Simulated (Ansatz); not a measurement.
Relaxed candidate structures of CsI:

A. F-43m (No. 216), cF8, zinc blende type; a = b = c = 8.7445 Å, α = β = γ = 90.00°; I 4c (0.250, 0.250, 0.250); Cs 4a (0.000, 0.000, 0.000)

B. Pm-3m (No. 221), cP2, CsCl type; a = b = c = 4.667 Å, α = β = γ = 90.00°; Cs 1a (0.000, 0.000, 0.000); I 1b (0.500, 0.500, 0.500)

Task: Order them by energy per atom (lowest first) at the level PBE (plane waves to 420 eV, PAW, scalar-relativistic; Ansatz, an electronic-structure program).

Result: B (reference, the lowest among the structures calculated here), A (+0.058 eV/atom)

Task: Give each candidate's band gap.

Result: No candidate is metallic. A: 3.72 eV (no spin-orbit coupling); B: 3.69 eV (no spin-orbit coupling).

Each run could gain symmetry but not lose that of its start, so entries can be saddle points. From databases, or of a type measured for this composition: Pm-3m, cP2, CsCl type; the others are generated cells (placed on structure types, drawn at random, substituted or restacked) that were not matched to a known phase here. Static energies at zero pressure. No spin polarisation in the result.
